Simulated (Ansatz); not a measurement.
According to the program Ansatz at the PBE level (PAW), NiAu in the tetragonal phase (P4/nmm; Au on 2c, Ni on 2c) relaxes to a = 2.854 Å, c = 7.100 Å. Its formation energy from the elements is 0.077 eV/atom, with no fitted shifts.

Electronic character: metallic (no gap). The magnetic state found is ferromagnetic. The net moment is 0.25 μB per atom.

The start of the workflow was typed in or built on a structure type; neither database checked (COD, Materials Project) lists it. Its standing as an ambient phase is unchecked. The cell was relaxed with PBE under the symmetry of its start; whether a distortion lowers the energy is not shown. Spin order of the final state: ferromagnetic, chosen from 2 collinear starts compared on coarse meshes (ties went to the first, and starts can fall back to one state), not a proven ground state. Axis ratios of metals converge slowly with the k-mesh, so a and c are less sure than the volume. The references are the lowest solids computed at this level, not always the standard phases. Scalar-relativistic: spin–orbit coupling is off unless named, which matters more the heavier the elements.

Potentials: the earlier of the program's two PAW sets.
